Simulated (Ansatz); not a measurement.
Sc2InC:
```cif
data_C2In2Sc4
_chemical_formula_sum 'Sc4 In2 C2'
_space_group_name_H-M_alt 'P63/mmc'
_space_group_IT_number 194
_space_group_name_Hall '-P 6c 2c'
_cell_length_a 3.34535
_cell_length_b 3.34535
_cell_length_c 15.31761
_cell_angle_alpha 90.000
_cell_angle_beta 90.000
_cell_angle_gamma 120.000
loop_
_atom_site_label
_atom_site_type_symbol
_atom_site_symmetry_multiplicity
_atom_site_Wyckoff_symbol
_atom_site_fract_x
_atom_site_fract_y
_atom_site_fract_z
_atom_site_occupancy
Sc1 Sc 4 f 0.33333 0.66667 0.07989 1
In1 In 2 d 0.66667 0.33333 0.25000 1
C1 C 2 a 0.00000 0.00000 0.00000 1
```

Relaxed at zero pressure with r²SCAN (plane waves, PAW; program Ansatz).

Task: The volume is lowered by 9 % and shape and atoms relax at that volume. What pressure results, and how do the axes share the change?

Result: 10.3 GPa; a -3.0 %, b -3.0 %, c -3.2 %; the energy rises by 49 meV/atom.

Task: Give the new structure.

Result: 
Space group P6₃/mmc (No. 194); a = b = 3.2440 Å, c = 14.8234 Å, α = β = 90.00°, γ = 120.00°

```csv
atom,site,symmetry,x,y,z
Sc,4f,3m.,0.3333,0.6667,0.0822
In,2d,-6m2,0.6667,0.3333,0.2500
C,2a,-3m.,0.0000,0.0000,0.0000
```

The phase is kept; no other phase was compared at this pressure.

Space group P6_3/mmc. The first step of the workflow began from a Materials Project structure, measured or hypothetical; the Crystallography Open Database copy checked does not list it. Its standing as an ambient phase is unchecked. The cell was relaxed with r²SCAN under the symmetry of its start; of distortions, only those at the zone centre were tested. The run is not spin-polarised.

Potentials: the later of the program's two PAW sets.
